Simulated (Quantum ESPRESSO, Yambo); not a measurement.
**Quasiparticle gap of CaV₂O₆**

```
CaV2O6
1.0
    5.02630    -1.82167     0.00000
    5.02630     1.82167     0.00000
   -1.73257     0.00000     6.92459
O Ca V
6 1 2
Direct
  0.75015   0.75015   0.60224
  0.24985   0.24985   0.39776
  0.35669   0.35669   0.87689
  0.64331   0.64331   0.12311
  0.08318   0.08318   0.72297
  0.91682   0.91682   0.27703
  0.00000   0.00000   0.00000
  0.23271   0.23271   0.66953
  0.76729   0.76729   0.33047
```

The geometry is that of Materials Project entry mp-27624, symmetrised and not relaxed again.

Starting point: PBEsol (pw.x of Quantum ESPRESSO, ONCV potentials, no spin-orbit coupling). G0W0 in Yambo: 4×4×2 Γ-centred k mesh, bands 3 to 196 and a 7 Ry block in the screening, 196 bands in G with the Bruneval-Gonze terminator, plasmon pole fitted at 27.2 eV.

The PBEsol gap along the band path is 2.76 eV and the PBEsol gap between the mesh's edge points ((-0.5, -0.5, 0) → (-0.5, -0.5, 0)) is 2.76 eV. The G0W0 gap between the same points is 5.06 eV.

```csv
k point,band,E PBEsol (eV),E QP (eV),shift (eV),Z
Γ,VB,-0.27,-0.89,-0.62,0.77
Γ,CB,3.01,4.67,1.67,0.76
"(0, 0, -0.5)",VB,-0.13,-0.78,-0.65,0.77
"(0, 0, -0.5)",CB,2.83,4.52,1.69,0.77
"(0, -0.5, 0)",VB,-0.19,-0.77,-0.58,0.77
"(0, -0.5, 0)",CB,2.76,4.43,1.67,0.77
"(0, -0.5, -0.5)",VB,-0.22,-0.81,-0.59,0.77
"(0, -0.5, -0.5)",CB,2.81,4.47,1.66,0.76
"(-0.5, -0.5, 0)",VB,0.00,-0.62,-0.62,0.77
"(-0.5, -0.5, 0)",CB,2.76,4.44,1.68,0.77
"(-0.5, -0.5, -0.5)",VB,-0.25,-0.86,-0.61,0.77
"(-0.5, -0.5, -0.5)",CB,2.99,4.71,1.72,0.77
```

Energies count from the PBEsol valence-band maximum.

Convergence of the G0W0 settings was not tested.

The 3d shell has no Hubbard U; the runs are without spin polarisation, and magnetic order was not tried.

The structure is a Materials Project entry; no match was found in the copy of COD used, and its stability was not checked.
